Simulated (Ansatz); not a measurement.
Run record: relaxation of ZrZn (Pm-3m)

The sound run that this one varies used r²SCAN, PAW on Ansatz 0.2.0's default frozen-core files (fitted under PBE), scalar-relativistic.

This run repeats it with other settings: scf.convergence.dr2_threshold = 1e-05 (was left out); relax.f_tol = 0.001 (was 0.002); relax.max_displacement = 0.05 (was left out); scf.algorithm = density_mixing (was left out). These settings are too loose or unsuited, so the results are not properties of the crystal.

Command line:

```sh
ansatz run input.yaml --threads 1 --pin off --max-ram 2560MiB --backend cpu --events-out ev --progress --plain --runs-dir out
```

Input file:

```yaml
crystal:
  lattice:
    - [3.32346026707, 0.0, 0.0]
    - [0.0, 3.32346026707, 0.0]
    - [0.0, 0.0, 3.32346026707]
  atoms:
    - { symbol: Zr, position: [0.5, 0.5, 0.5] }
    - { symbol: Zn, position: [0.0, 0.0, 0.0] }
kpoints:
  mp_grid: { grid: [14, 14, 14] }
scf:
  occupations: { method: fermi_dirac, width: 0.05 }
  convergence: { dr2_threshold: 1.0e-05 }
  algorithm: density_mixing
hamiltonian:
  xc: r2scan
  pseudopotentials: { kind: paw }
relax:
  f_tol: 0.001
  max_steps: 80
  cell: { p_target: 5 }
  max_displacement: 0.05
output:
  forces: true
  stress: true
```

The program printed:

```
Warning: scf.convergence.dr2_threshold = 1e-5 eV is looser than this run's default, which is 1e-7 eV or tighter. The error in the forces grows as the threshold's square root, so leave the key out unless less accurate forces are enough
Warning: relax.cell: scf.convergence.dr2_threshold = 1e-5 eV is looser than the 2e-10 eV advised for a relaxation that steers and ends on the stress (1e-10 eV for each atom of the cell: 2). What an SCF threshold leaves in a stress goes as its square root, and in the free energy as the threshold itself, and one threshold admits the most on a small cell: of the crystals measured, under no hybrid functional and no lock ...
Warning: RAYON_NUM_THREADS=1 ignored (pool sized by the plan → 1); use --threads N
Engine: ansatz 0.2.0, x86_64-unknown-linux-gnu
Pseudopotentials: kind: paw
Pseudopotential: Zr, paw, valence charge 12, recommended cutoff 500 eV (meta_gga), Zr.paw.azcp
Pseudopotential: Zn, paw, valence charge 12, recommended cutoff 500 eV (meta_gga), Zn.paw.azcp
Functional definition: r2SCAN
  parameter k0 = 0.174
  parameter k1 = 0.065
  parameter a1 = 4.9479
  exchange = r2scan_x(k0 = k0, k1 = k1, a1 = a1)
  correlation = r2scan_c
Crystal: 2 atoms, lattice volume = 36.709 Å³
Basis set: ecut = 500 eV, 925 PW (Γ), exchange–correlation on 100×100×100 points (64 copies of the dense FFT grid, shifted against one another)
Bands: 16, of which v1, the nominal top of the filled ones, is band 12 counted from 1 (11 counted from 0)
Symmetry: 48 space group operations
Space group: Pm-3m (ITA 221), of the structure as read, at distance tolerance 3.3e-5 Å
k-points: 120 of 2744
Non-local potential: Zr, projectors of the file, l = 0: 3, l = 1: 2, l = 2: 2, l = 3: 2
Non-local potential: Zn, projectors of the file, l = 0: 2, l = 1: 2, l = 2: 3, l = 3: 1
PAW form: soft (Blöchl's): semilocal exchange-correlation on the pseudo side does not see the compensation charge
PAW frozen core: Zr, regenerated for the run's functional (the file was generated under x = pbe(κ = 0.804, μ = 0.2195149727645171), c = pbe(β = 0.06672455060314922))
PAW frozen core: Zn, regenerated for the run's functional (the file was generated under x = pbe(κ = 0.804, μ = 0.2195149727645171), c = pbe(β = 0.06672455060314922))
PAW one-centre angular grid: Zr, 590 points (default); XC on 160 Gauss nodes
PAW one-centre angular grid: Zn, 590 points (default); XC on 261 of its mesh's 2673 points in the sphere
Initial density: superposition of atomic densities (neutral atoms: chi_scale 0, normalization atom), corrected by the library's trained network
Initial wavefunctions: pseudopotential atomic-orbital guess
Functional: x = r2scan, c = r2scan; τ floored in thin density (d = 2e-4 eV/Å³)
SCF iter   1: F=—  HF=-7521.348857 eV  |F-HF|=—  |Δ(HF+E_count)|=         —  Δρ=1.74e-2  dr2=9.35e-2  dr2_τ=7.01e-3  ethr=1.77e-3  ⟨swp⟩=5.7  Hψ=9952  notcnv=0
preconditioner: auto → none  [metal: Δε(μ)=0.034 eV  Ē_g=14.688 eV  σ=0.050 eV  W_gap=0.17  n_scr=6 (ndim 8)  ℏωp=28.7 eV  f_vac=0.000  D(μ)=0.44/eV (n_scr^D=0)  sad-step TF]
[... 30 lines left out ...]
SCF 3 converged in 5 iterations: F = -7521.335556 eV  dr2 = 4.20e-6
relax step   3: F+E_penalty+E_count = -7521.33555572 eV  Δ(F+E_penalty+E_count) = +1.683e-2 eV  max|allowed force component| = 2.112e-30 eV/Å  Δτ_max = 0.0000 Å  P = +4.443 GPa  Ω = 35.399 Å³  energy of the carried Pulay ...
Crystal: 2 atoms, lattice volume = 35.243 Å³
iter 1 solved again at ethr=4.79e-7 eV; its pass at ethr=3.10e-3 eV (dr2=1.15e-4 eV) is discarded
SCF iter   1: F=—  HF=-7521.330589 eV  |F-HF|=—  |Δ(HF+E_count)|=         —  Δρ=7.04e-4  dr2=1.17e-4  dr2_τ=1.95e-4  ethr=4.79e-7  ⟨swp⟩=2.0  Hψ=10567  notcnv=0
preconditioner: auto → none  [metal: Δε(μ)=0.063 eV  Ē_g=14.624 eV  σ=0.050 eV  W_gap=0.28  n_scr=6 (ndim 8)  ℏωp=29.3 eV  f_vac=0.000  D(μ)=0.35/eV (n_scr^D=0)]
SCF iter   2: F=—  HF=-7521.331028 eV  |F-HF|=—  |Δ(HF+E_count)|=   4.39e-4  Δρ=3.40e-4  dr2=3.08e-5  dr2_τ=8.74e-7  ethr=4.79e-7  ⟨swp⟩=2.0  Hψ=3291  notcnv=0
SCF iter   3: F=-7521.331009 eV  HF=-7521.331010 eV  |F-HF|=8.36e-7  |Δ(HF+E_count)|=   1.82e-5  Δρ=1.02e-4  dr2=2.35e-6  dr2_τ=5.82e-8  ethr=4.17e-8  ⟨swp⟩=4.8  Hψ=6871  notcnv=0
SCF 4 converged in 3 iterations: F = -7521.331009 eV  dr2 = 2.35e-6
relax step   4: F+E_penalty+E_count = -7521.33100897 eV  Δ(F+E_penalty+E_count) = +4.547e-3 eV  max|allowed force component| = 3.320e-30 eV/Å  Δτ_max = 0.0000 Å  P = +5.034 GPa  Ω = 35.243 Å³  energy of the carried Pulay ...
Basis set: ecut = 500 eV, 895 PW (Γ), exchange–correlation on 96×96×96 points (64 copies of the dense FFT grid, shifted against one another)
Initial wavefunctions: pseudopotential atomic-orbital guess (no wavefunctions were taken with the density)
iter 1 solved again at ethr=6.41e-8 eV; its pass at ethr=3.10e-3 eV (dr2=1.54e-5 eV) is discarded
SCF iter   1: F=—  HF=-7521.330363 eV  |F-HF|=—  |Δ(HF+E_count)|=         —  Δρ=1.58e-4  dr2=3.61e-6  dr2_τ=4.40e-6  ethr=6.41e-8  ⟨swp⟩=3.0  Hψ=14707  notcnv=0
preconditioner: auto → none  [metal: Δε(μ)=0.064 eV  Ē_g=14.631 eV  σ=0.050 eV  W_gap=0.28  n_scr=6 (ndim 8)  ℏωp=29.3 eV  f_vac=0.000  D(μ)=0.35/eV (n_scr^D=0)]
SCF iter   2: F=-7521.330363 eV  HF=-7521.330363 eV  |F-HF|=5.65e-8  |Δ(HF+E_count)|=   5.83e-7  Δρ=5.70e-5  dr2=2.53e-7  dr2_τ=1.76e-7  ethr=1.50e-8  ⟨swp⟩=4.0  Hψ=5867  notcnv=0
SCF 5 converged in 2 iterations: F = -7521.330363 eV  dr2 = 2.53e-7
relax step   5: F+E_penalty+E_count = -7521.33036343 eV  Δ(F+E_penalty+E_count) = +6.455e-4 eV  max|allowed force component| = 6.574e-31 eV/Å  Δτ_max = 0.0000 Å  P = +5.025 GPa  Ω = 35.243 Å³  stress off target by 2.53e-2 GPa  ...
basis re-selected at this cell: Δ(F+E_penalty+E_count) = +6.455e-4 eV, ΔP = -0.008 GPa vs the last step (what re-selecting the basis moved, of the pressure what is left beyond the Pulay correction that the steps carried, after ...
SCF converged after 2 iterations
Free energy (F): -7521.330363 eV
Harris-Foulkes:  -7521.330363 eV  (|F-HF|=5.65e-8)
Internal energy: -7521.327296 eV  (E = F + TS)
E sigma→0 (E₀):  -7521.328830 eV
Entropy (-TS):   -0.003067 eV (-1.534 meV/atom)
Fermi energy:    13.987639 eV
--- Per-component energies (eV) ---
  E_band       = -22.944255
  E_kinetic    = 464.900175
  E_local      = -2110.645855  (includes V_loc(G=0)·N_el)
  E_nonlocal   = 689.972408
  E_hartree    = 832.094232
  E_xc         = -281.926786
  E_vxc        = -268.275600  (∫ρ·V_xc dr)
  E_paw        = -4813.745819  (= ΣΔE_a)
  E_vpaw       = -478.962804  (= ΣTr[D̂ρ^β])
  E_aug_tail   = -0.000047  (compensation charges beyond the density's cutoff)
  E_vtau       = 15.858446  (kinetic-family band-sum trace: ∫τ·v_τ [+ j·A + Jᵃ·Aᵃ] dr)
  E_ewald      = -2301.628245
  E_core_change = -0.347360  (= ΣΔE_core)
  E_smearing   = -0.003067  (= −TS)
  E_closure    = 0.000000  (closes the sum)
  Σ components = -7521.330363   (vs F -7521.330363, Δ=0.00e0)
--- Forces (eV/Å), atoms counted from 1 ---
  atom   1  Zr    -0.00000000    -0.00000000     0.00000000
  atom   2  Zn    -0.00000000    -0.00000000     0.00000000
  max |Σ_I F_I| component: 2.10e-30 eV/Å
--- Stress (GPa, compression-positive) ---
        5.025302       0.000000       0.000000
        0.000000       5.025302       0.000000
        0.000000       0.000000       5.025302
  P = ⅓ Tr σ = 5.0253 GPa (50.253 kbar)
--- Relaxed structure (4 steps of the walk, 3 accepted, 1 SCFs on fresh bases) ---
  F+E_penalty+E_count = -7521.33036343 eV   max|allowed force component| = 6.574e-31 eV/Å   (the final SCF, on the basis selected at the relaxed cell)
  cell:  # Å, volume = 35.2425 Å³
    - [3.278604488515054, 1.1234591342258875e-33, -5.7777898331617076e-34]
    - [1.1234591342258875e-33, 3.278604488515054, 1.925929944387236e-34]
    - [-6.4197664812907865e-34, 1.925929944387236e-34, 3.278604488515054]
  atoms:
    - { symbol: Zr, position: [0.5, 0.5, 0.5] }
    - { symbol: Zn, position: [2.745041656585733e-48, 5.490083313171465e-49, -5.490083313171465e-49] }
```

The calculation finished and met its thresholds.

### Changed settings

A Kohn-Sham response run of a crystal whose listed input keys are changed from those of a sound run with the other settings (a changed key overrides); changes are against the sound run.

```
Ending            : converged
End volume change : -0.03 %
Geometry steps    : 5
```

Known limits: frozen-core PAW files fitted under PBE, their cores solved anew for the functional of the run; settings unsound, results are not properties of the crystal.

It took 24 s on 1 thread of Intel(R) Xeon(R) Platinum 8488C (Sapphire Rapids), with other jobs on the host, peak memory 0.51 GiB.
